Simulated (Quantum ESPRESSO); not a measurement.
# Where does O sit best among S sites?

Calculated results; nothing here was measured. They come from pw.x of Quantum ESPRESSO 7.5, a plane-wave density functional program, with PseudoDojo standard norm-conserving files (v0.5 for PBE, v0.4.1 for LDA and PBEsol). The cells are made up: elements, strain and atom displacements were drawn at random, and nothing was relaxed. There is no spin polarisation, spin-orbit coupling or dispersion term.

The cell has 8 sites of a zincblende or diamond lattice. Sites 1 to 4 hold Mg Mg Mg Mg; sites 5 to 8 hold X X X X. Cell vectors in Å: (5.786, 0.029, -0.006); (0.029, 5.705, -0.020); (-0.006, -0.020, 5.782). Settings: PBE, cutoff 1143 eV, 4 x 4 x 4 k mesh shifted by half a step, Fermi-Dirac smearing of 0.025 eV.

In each run one of the sites marked X holds O and the others hold S; cell and positions stay the same. E is the free energy of the cell.

```
site of the guest  first shell  mean distance (Å)  E above the lowest (eV)  P (GPa)  force on the guest (eV/Å)
                5          Mg4              2.515                    0.269    -5.96                      0.170
                6          Mg4              2.501                    0.188    -6.11                      0.181
                7          Mg4              2.490                    0.111    -6.25                      0.098
                8          Mg4              2.469                    0.000    -6.46                      0.110
```

A rerun of one of these cells at 1437 eV and k mesh 6 x 6 x 6 moved values by no more than 0.002 eV in the cell's energy, 0.02 GPa in stress and 0.004 eV/Å in force.

## Reading the table

Site 8 is lowest, by 0.111 eV, over three times the rerun's bound. A straight line of energy against the mean distance has a slope of 5.9 ± 0.3 eV/Å, so the guest costs less on the tighter sites. The positions are random and not relaxed, so the differences hold for this frozen cell and are not site preferences of a real crystal.